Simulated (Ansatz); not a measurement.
# Is this LaF structure a true minimum?

It was reached by relaxing an invented guess, and it needn't be the stable form of this composition.

Method: DFT PBE, scalar-relativistic, plane waves, PAW (Ansatz 0.2.0). Cutoff 420 eV; k points 12×12×8 on the computed 4-atom cell (Γ-centred); Gaussian smearing, width 0.10 eV; no spin polarisation.

The cell below (4 atoms, space group P6_3/mmc (No. 194)) is relaxed within its symmetry.

```yaml
crystal:
  lattice:
    - [4.03539, 0.00000, 0.00000]
    - [-2.01770, 3.49475, 0.00000]
    - [0.00000, 0.00000, 5.74000]
  atoms:
    - { symbol: La, position: [0.33333, 0.66667, 0.25000] }
    - { symbol: La, position: [0.66667, 0.33333, 0.75000] }
    - { symbol: F, position: [0.00000, 0.00000, 0.50000] }
    - { symbol: F, position: [0.00000, 0.00000, 0.00000] }
```

For the test a repeat of it with 8 atoms (edges 4.04, 4.04, 11.48 Å) was strained at random (σ = 1.5 % a component), the atoms were moved at random (σ = 0.15 Å), and all was relaxed again on a coarse 6×6×2 mesh (in the run’s order of axes) with 0.20 eV smearing, with no symmetry imposed.

Problem. What happens?

Solution. It returns, within 1 meV/atom of the unmoved cell on that mesh and with the same symmetry when read at 0.1 Å (C2/c at 0.01 Å, so small strains and shifts remain). So it is stable against the distortions that fit this cell and that this random move excites. Modes that don't fit the cell aren't tested.
